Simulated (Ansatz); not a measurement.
Consider the following.

Si$_{3}$N$_{4}$:
```
Si3N4
1.0
    7.75224     0.00000     0.00000
   -3.87612     6.71364     0.00000
    0.00000     0.00000     5.61926
Si N
12 16
Direct
  0.08204   0.56957   0.19631
  0.43043   0.51247   0.19631
  0.48753   0.91796   0.19631
  0.56957   0.08204   0.69631
  0.51247   0.43043   0.69631
  0.91796   0.48753   0.69631
  0.91371   0.16715   0.98849
  0.83285   0.74656   0.98849
  0.25344   0.08629   0.98849
  0.16715   0.91371   0.48849
  0.74656   0.83285   0.48849
  0.08629   0.25344   0.48849
  0.34467   0.39021   0.46903
  0.60979   0.95445   0.46903
  0.04555   0.65533   0.46903
  0.39021   0.34467   0.96903
  0.95445   0.60979   0.96903
  0.65533   0.04555   0.96903
  0.00000   0.00000   0.98915
  0.00000   0.00000   0.48915
  0.99658   0.31481   0.73493
  0.68519   0.68177   0.73493
  0.31823   0.00342   0.73493
  0.31481   0.99658   0.23493
  0.68177   0.68519   0.23493
  0.00342   0.31823   0.23493
  0.66667   0.33333   0.64074
  0.33333   0.66667   0.14074
```

This is the r²SCAN-relaxed structure. Cartesian axes are those of the cell as given.

**Question.** All from r²SCAN (plane waves, PAW; program Ansatz), unless another level is named. Estimate the electron effective mass, band 1 of 2 at the edge.

**Answer.** 1.1 along x, 0.79 along z (mₑ).

**Question.** Next, the smallest direct gap on the standard path?

**Answer.** 5.40 eV.

**Question.** And the formation energy from the elements (no fitted shifts)?

**Answer.** -1.27 eV/atom.

**Question.** Next, the band gap?

**Answer.** 5.34 eV (indirect).

**Question.** Give the conduction-band minimum.

**Answer.** at Γ.

Space group P31c. The workflow started from a Materials Project entry (that database holds measured and hypothetical structures alike); the Crystallography Open Database files this formula in space group No. 159, but the cells were not matched. It is not the phase usual at ambient conditions (space group No. 176). The cell was relaxed with r²SCAN under the symmetry of its start; its stability against distortions is not shown here. The references are the lowest solids computed at this level, not always the standard phases (solids in place of the gases).

Potentials: the earlier of the program's two PAW sets.
